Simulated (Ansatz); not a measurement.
NiI₂ in space group R-3m (No. 166; Ni on 3a, I on 6c), r²SCAN+D4 (plane waves, PAW; program Ansatz). The conduction-band minimum lies on the T–H2 line, 73 % of the way from T, with 6 equivalent valleys. Second derivatives d²E/dk² of the lowest band at one valley (eV·Å²), along Cartesian directions:

```json
[
 {"direction": "[100]", "d²E/dk²": "8.565"},
 {"direction": "[010]", "d²E/dk²": "6.426"},
 {"direction": "[001]", "d²E/dk²": "1.945"},
 {"direction": "[110]", "d²E/dk²": "5.645"},
 {"direction": "[101]", "d²E/dk²": "5.770"},
 {"direction": "[011]", "d²E/dk²": "3.891"}
]
```

Find the principal effective masses, the density-of-states mass and the conductivity mass.

Off-diagonal terms follow from H_xy = H[110] − (H_xx + H_yy)/2, and m*/mₑ = 7.620 eV·Å² over each eigenvalue: 0.79, 1.4, 4.0. One valley's DOS mass (m₁m₂m₃)^(1/3) = 1.6, conductivity mass 3/(Σ 1/mᵢ) = 1.3 mₑ.

What effective density of states Nc follows at 300 K for parabolic valleys?

Nc = 2.509e19 × 6 × (1.6)^(3/2) ≈ 3.0e20 cm⁻³.

The first step of the workflow began from a Materials Project structure, measured or hypothetical; the Crystallography Open Database files this formula in space group No. 166, but the cells were not matched. Whether it is the stable phase at ambient conditions was not checked. The cell was relaxed with r²SCAN+D4 under the symmetry of its start, as lowered by the spin order; its stability against distortions is not shown here. The final state is antiferromagnetic, chosen from 4 collinear starts compared on coarse meshes (ties went to the first, and starts can fall back to one state), not a proven ground state. Other orbital occupations within this spin state were not tried. No Hubbard U is applied. Point labels and valley counts follow the cell and symmetry of the run, lower than the named group. Scalar-relativistic: spin–orbit coupling is off unless named, which matters more the heavier the elements.

Potentials: the earlier of the program's two PAW sets.

Edges and masses are those of Kohn–Sham bands, whose gap is no quasiparticle gap.
